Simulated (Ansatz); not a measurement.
BeTe:
```
BeTe
1.0
    3.96809     0.00000     0.00000
   -1.98404     3.43646     0.00000
    0.00000     0.00000     6.54627
Be Te
2 2
Direct
  0.66667   0.33333   0.99947
  0.33333   0.66667   0.49947
  0.66667   0.33333   0.62573
  0.33333   0.66667   0.12573
```

Relaxed with HSE06. Special points in fractions of this cell's reciprocal vectors: Γ (0.000, 0.000, 0.000); M (0.500, 0.000, 0.000); K (0.333, 0.333, 0.000); A (0.000, 0.000, 0.500); L (0.500, 0.000, 0.500); H (0.333, 0.333, 0.500).

List the band energies nearest the valence-band maximum at these points for the program Ansatz at the HSE06 level (PAW).

In eV from the valence-band maximum; about four levels below and three above (degenerate sets whole), none deeper than 8.9 eV; points with the same levels are listed once.

```tsv
k	below	above
Γ	-1.35 -1.35 -0.20 0.00 0.00	3.56 4.20 4.20
M	-4.22 -2.95 -2.55 -1.33	2.89 4.59 5.06
K	-4.88 -4.88 -3.27 -3.27 -3.18	2.96 7.16 7.16
A	-0.77 -0.77 -0.77 -0.77	4.06 4.06 5.09 5.09 5.09 5.09
L	-2.28 -2.28 -2.27 -2.27	3.22 3.22 4.18 4.18
H	-4.25 -4.25 -1.87 -1.87	4.07 4.07 5.66 5.66
```

Space group P6_3mc (wurtzite). The cell is a constructed one: a structure type filled with these elements; the Crystallography Open Database copy checked does not list it. COD files the formula under space group No. 216, so this cell is another polymorph or a model. Whether it is the stable phase at ambient conditions was not checked. The cell was relaxed with HSE06 under the symmetry of its start; its stability against distortions is not shown here. The hybrid was solved on a coarse mesh, the path and, where they were found, the r²SCAN edge points; its band edges are the extreme levels among these. Spin–orbit coupling is left out wherever it is not named.

Potentials: the later of the program's two PAW sets.
